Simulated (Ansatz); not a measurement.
PbS:
```
CELL_PARAMETERS angstrom
      4.12313     0.00000     0.00000
     -2.06157     3.57074     0.00000
      0.00000     0.00000     7.33320
ATOMIC_POSITIONS crystal
  Pb 0.00000 0.00000 0.00000
  Pb 0.00000 0.00000 0.50000
  S  0.33333 0.66667 0.25000
  S  0.66667 0.33333 0.75000
```

r²SCAN in the plane-wave PAW code Ansatz gives a gap of 0.24 eV without spin–orbit coupling, maximum at Γ, minimum at M.

Problem. What happens when spin–orbit coupling is switched on?

Solution. The gap closes at this level.

Space group P6_3/mmc (NiAs type). The start of the workflow was typed in or built on a structure type; neither database checked (COD, Materials Project) lists it. It is not the phase usual at ambient conditions (space group No. 225). The cell was relaxed with r²SCAN under the symmetry of its start; whether a distortion lowers the energy is not shown.

Potentials: the later of the program's two PAW sets.
